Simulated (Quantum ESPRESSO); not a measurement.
Band energies of InSb

```
InSb
1.0
    0.00000     3.31661     3.31661
    3.31661     0.00000     3.31661
    3.31661     3.31661     0.00000
In Sb
1 1
Direct
  0.00000   0.00000   0.00000
  0.75000   0.75000   0.75000
```

PBE (Quantum ESPRESSO, PseudoDojo norm-conserving, 80 Ry, without SOC); path ΓXWKΓLUWLK,UX; energies in eV from the Fermi level.

```
k (1/Å)  point  band 10  band 11  band 12  band 13  band 14  band 15  band 16  band 17
-------  -----  -------  -------  -------  -------  -------  -------  -------  -------
0.00         Γ   -14.46   -10.31    -0.61    -0.02    -0.02    -0.02     2.96     2.96
0.21             -14.46   -10.18    -1.87    -0.42    -0.42     1.16     2.55     3.54
0.42             -14.45    -9.79    -3.31    -1.13    -1.13     1.67     2.36     4.77
0.74             -14.45    -8.93    -5.12    -1.90    -1.90     1.28     1.83     6.88
0.95         X   -14.45    -8.60    -5.64    -2.05    -2.05     1.35     1.45     7.73
1.30             -14.45    -8.58    -5.56    -2.52    -2.41     2.80     3.03     5.12
1.42         W   -14.45    -8.58    -5.54    -2.59    -2.46     3.24     3.96     4.07
1.59             -14.45    -8.61    -5.53    -2.75    -2.08     2.32     3.61     5.14
1.76         K   -14.45    -8.64    -5.52    -2.82    -1.74     1.63     3.58     6.01
1.86             -14.45    -8.73    -5.40    -2.90    -1.54     1.76     4.35     5.62
2.16             -14.46    -9.36    -4.46    -2.25    -0.80     1.83     4.14     4.15
2.36             -14.46    -9.85    -3.31    -1.35    -0.36     1.45     3.40     3.47
2.66             -14.46   -10.28    -1.13    -0.13    -0.04     0.39     2.96     2.99
2.76         Γ   -14.46   -10.31    -0.61    -0.02    -0.02    -0.02     2.96     2.96
2.86             -14.46   -10.28    -1.15    -0.07    -0.07     0.37     3.01     3.03
3.07             -14.46   -10.03    -2.76    -0.37    -0.37     0.78     3.45     3.45
3.38             -14.46    -9.37    -4.80    -0.82    -0.82     0.49     3.79     3.79
3.58         L   -14.45    -9.12    -5.32    -0.92    -0.92     0.40     3.79     3.79
3.93             -14.45    -8.87    -5.33    -2.53    -1.38     1.76     3.90     4.98
4.16         U   -14.45    -8.64    -5.52    -2.82    -1.74     1.63     3.58     6.01
4.38             -14.45    -8.59    -5.53    -2.69    -2.25     2.73     3.65     4.75
4.50         W   -14.45    -8.58    -5.54    -2.59    -2.46     3.24     3.96     4.07
4.69             -14.46    -8.70    -5.43    -2.73    -1.95     2.70     3.65     4.63
4.88             -14.46    -8.94    -5.31    -2.25    -1.34     1.84     3.46     4.70
5.17         L   -14.45    -9.12    -5.32    -0.92    -0.92     0.40     3.79     3.79
5.33             -14.45    -9.06    -5.31    -1.63    -1.05     1.13     3.62     4.10
5.50             -14.45    -8.89    -5.33    -2.47    -1.35     1.75     3.84     4.89
5.75         K   -14.45    -8.64    -5.52    -2.82    -1.74     1.63     3.58     6.01
5.75         U   -14.45    -8.64    -5.52    -2.82    -1.74     1.63     3.58     6.01
5.83             -14.45    -8.61    -5.58    -2.64    -1.87     1.54     2.80     6.45
6.08         X   -14.45    -8.60    -5.64    -2.05    -2.05     1.35     1.45     7.73
```

At this level the gap is closed or nearly so: along the path the highest valence and lowest conduction bands touch, or overlap by less than 0.6 eV, a zero-gap or semimetallic result; the valence top lies at Γ, the conduction bottom at Γ. Semilocal functionals close the gaps of some narrow-gap semiconductors, so this alone doesn't show that the compound has none.

Spin-orbit coupling is left out, which matters for elements this heavy: edges can move by tenths of an eV.

Geometry of the Materials Project entry, not relaxed at this level.
